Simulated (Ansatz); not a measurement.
**Coordination and ³³S quadrupole coupling in MgAlCrS4**

Cell: a Materials Project structure (computed, not necessarily an observed phase).

Space group Imma (No. 74); a = 7.2089, b = 7.2595, c = 10.2318 Å.

```csv
site,Wyckoff,site symmetry,x,y,z
Mg,4e,mm2,0.5000,0.7500,0.1260
Al,4c,.2/m.,0.2500,0.2500,0.2500
Cr,4a,2/m..,0.0000,0.5000,0.0000
S7,8i,.m.,0.2240,0.7500,0.9870
S8,8h,m..,0.0000,0.0245,0.2374
```

One atom of each set is listed; the run and its k-mesh use a cell of 14 atoms with edges of 7.23, 7.23, 7.23 Å.

The numbers come from a DFT calculation in Ansatz (PBE, plane waves and PAW, scalar-relativistic, collinear spin, 420 eV cutoff, Γ-centred 6×6×6 k-points, Fermi–Dirac smearing 0.02 eV). Start moments as typed (μB): 3 on each Cr, none on the rest.

Q(³³S) = -69.40 mb.

**Question.** Order the S environments from the weakest to the strongest quadrupole coupling.
A. S8: 1 Mg at 2.43 Å, 1 Cr at 2.44 Å, 2 Al at 2.44 Å
B. S7: 1 Al at 2.43 Å, 2 Cr at 2.43 Å, 1 Mg at 2.45 Å

**Answer.** A (2.35 MHz, η = 0.95), B (2.77 MHz, η = 0.05).

Like point charges on the first shell alone (each adding as 1/d³) would put S8 above S7: the covalent part of each bond and the atoms beyond the first shell count as well.

All moments are parallel here, as the start or the cell imposes; many such compounds order antiparallel, where fields and spin densities carried over to other atoms largely cancel. The magnetic order is the one that the run reached from its start moments, not necessarily the measured one.
